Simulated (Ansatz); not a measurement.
K3SbS4 in space group Cmc2_1 (No. 36; Pearson symbol oS32), the program Ansatz at the PBE level (PAW), all energies at zero smearing, with the estimated change up to a 700 eV cutoff added, with one set of potentials and settings (totals compare only within such a set). Cell of 16 atoms (6 K, 8 S, 2 Sb): -29426.593 eV.

```json
[
 {"element": "K", "reference phase": "Im-3m, 1 atoms in the cell", "E (eV/atom)": "-1537.7858"},
 {"element": "S", "reference phase": "Fddd, 32 atoms in the cell", "E (eV/atom)": "-902.0599"},
 {"element": "Sb", "reference phase": "R-3m, 2 atoms in the cell", "E (eV/atom)": "-6484.4916"}
]
```

Formation energy per atom, worked out: (-29426.593 − 6×(-1537.7858) − 8×(-902.0599) − 2×(-6484.4916))/16 = -0.901 eV/atom (-87 kJ per mol of atoms), at 0 K, without zero-point energy or fitted corrections.

The workflow started from an entry of the Crystallography Open Database (COD). Whether it is the stable phase at ambient conditions was not checked. Symmetry was held in the PBE relaxation; whether a distortion lowers the energy is not shown. The references are the lowest solids computed at this level, not always the standard phases. Scalar-relativistic: spin–orbit coupling is off unless named, which matters more the heavier the elements.

Potentials: the later of the program's two PAW sets.
